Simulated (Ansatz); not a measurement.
Q: Each is relaxed and computed with the program Ansatz at the PBE level (PAW). Which is the only one with a gap?
(A) VSi2, P6_222 (V on 3c, Si on 6i)
(B) TaSi2, P6_222 (Ta on 3d, Si on 6j)
(C) SiC, P6_222 (Si on 3d, C on 3c)
(D) SiMo3, A15 (Cr3Si type)

A: C, SiC, P6_222 (Si on 3d, C on 3c). SiC: gap 0.87 eV (indirect); VSi2: metal; TaSi2: metal; SiMo3: metal. Constructed cells (a structure type filled with these elements, in neither database checked): SiC, P6_222 (Si on 3d, C on 3c). Not the usual ambient phase: SiC, P6_222 (Si on 3d, C on 3c). Began spin-polarised and lost the moments: VSi2, P6_222 (V on 3c, Si on 6i). All cells were relaxed under the symmetry of their starts (and spin orders); stability against distortions was not tested throughout. Rows with no word on spin ran without spin polarisation. Scalar-relativistic: spin–orbit coupling is off unless named, which matters more the heavier the elements.

Potentials: the later of the program's two PAW sets.
